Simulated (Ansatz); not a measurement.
A geometry of SnSe₂ away from equilibrium: step 2 of the relaxation of a relaxed SnSe2 cell, doubled along one cell vector, shaken by Gaussian noise of σ = 0.08 Å a coordinate. These are r2SCAN (plane waves to 500 eV, PAW, scalar-relativistic; Ansatz, a program for electronic structure) values and carry that method's errors. Γ-centred k-mesh 4×7×4 on the run's cell (coarser than for final values), Fermi–Dirac smearing 0.05 eV.

```
CELL_PARAMETERS angstrom
      7.68644    -0.01759    -0.02759
     -1.92923     3.33732    -0.00148
     -0.02344    -0.01645     6.51425
ATOMIC_POSITIONS crystal
  Sn 0.99257 0.98720 0.99681
  Sn 0.50294 0.99475 0.98999
  Se 0.16553 0.66324 0.22869
  Se 0.66221 0.64428 0.24082
  Se 0.31819 0.31375 0.75166
  Se 0.83018 0.31080 0.75186
```

Problem. Give the Cartesian forces on all atoms (eV/Å).

Solution. 
```json
[
 {"atom": "Sn1", "Fx": "0.25", "Fy": "0.02", "Fz": "0.08"},
 {"atom": "Sn2", "Fx": "-0.41", "Fy": "-0.30", "Fz": "-0.07"},
 {"atom": "Se3", "Fx": "0.05", "Fy": "-0.03", "Fz": "0.26"},
 {"atom": "Se4", "Fx": "-0.02", "Fy": "0.11", "Fz": "-0.26"},
 {"atom": "Se5", "Fx": "0.36", "Fy": "0.16", "Fz": "0.07"},
 {"atom": "Se6", "Fx": "-0.23", "Fy": "0.04", "Fz": "-0.08"}
]
```

Problem. What is the pressure?

Solution. -0.1 GPa, compression positive.

Problem. How far above the relaxed end point is this geometry?

Solution. 0.01 eV/atom; the path ends in C2/m (No. 12) at a tolerance of 0.01 Å, P-3m1 (No. 164) at 0.1 Å.

No spin polarisation in the result. No dispersion correction is included, so spacings between layers, chains or molecules are soft and tend to come out too large.

The end of the path is a generated cell of SnSe2: the first start was made by placing the elements on the sites of a structure type, and the end was not matched to a known phase here, so it may be hypothetical. Known forms of SnSe2 include space group No. 164.
